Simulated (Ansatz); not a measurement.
All numbers below come from Ansatz, DFT PBE, scalar-relativistic, plane waves, PAW. All cells share a 420 eV cutoff and Γ-centred k meshes spaced at most about 0.3 Å⁻¹ (about 0.25 or finer for metals, 2π included). No spin polarisation in the final relaxations.

These are static total energies at zero pressure. All come from trial cells, and lower structures may exist.

Task: Which of these relaxed structures of SrCl is the lowest in energy?
A.

```cif
data_structure
_symmetry_space_group_name_H-M 'Fm-3m'
_symmetry_Int_Tables_number 225
_cell_length_a 6.1524
_cell_length_b 6.1524
_cell_length_c 6.1524
_cell_angle_alpha 90.000
_cell_angle_beta 90.000
_cell_angle_gamma 90.000
_cell_volume 232.88
loop_
_atom_site_label
_atom_site_type_symbol
_atom_site_symmetry_multiplicity
_atom_site_Wyckoff_symbol
_atom_site_fract_x
_atom_site_fract_y
_atom_site_fract_z
_atom_site_occupancy
Sr1 Sr 4 b 0.50000 0.00000 0.00000 1
Cl1 Cl 4 a 0.00000 0.00000 0.00000 1
```

B.

```cif
data_structure
_symmetry_space_group_name_H-M 'Pm-3m'
_symmetry_Int_Tables_number 221
_cell_length_a 3.8833
_cell_length_b 3.8833
_cell_length_c 3.8833
_cell_angle_alpha 90.000
_cell_angle_beta 90.000
_cell_angle_gamma 90.000
_cell_volume 58.56
loop_
_atom_site_label
_atom_site_type_symbol
_atom_site_symmetry_multiplicity
_atom_site_Wyckoff_symbol
_atom_site_fract_x
_atom_site_fract_y
_atom_site_fract_z
_atom_site_occupancy
Sr1 Sr 1 a 0.00000 0.00000 0.00000 1
Cl1 Cl 1 b 0.50000 0.50000 0.50000 1
```

Result: A. It has the rock salt type, space group Fm-3m (No. 225); the next, B, with the caesium chloride type, space group Pm-3m (No. 221), lies 264 meV/atom higher. Counting Cl atoms around Sr (those within 1.25 times the shortest such distance or 1.15 times the sum of covalent radii, 1.27 where that leaves under three), the lowest has Sr 6 and the next has Sr 8.

In Fm-3m, Pm-3m an odd number of electrons in the primitive cell allows no gap without spin; a larger cell or a magnetic state could open one. A magnetic state wasn't ruled out in cells without spin, among them Fm-3m, Pm-3m. Cells relaxed within their symmetry can be saddle points. Some types were kept out of the candidates beforehand, so the set may lack a known form.
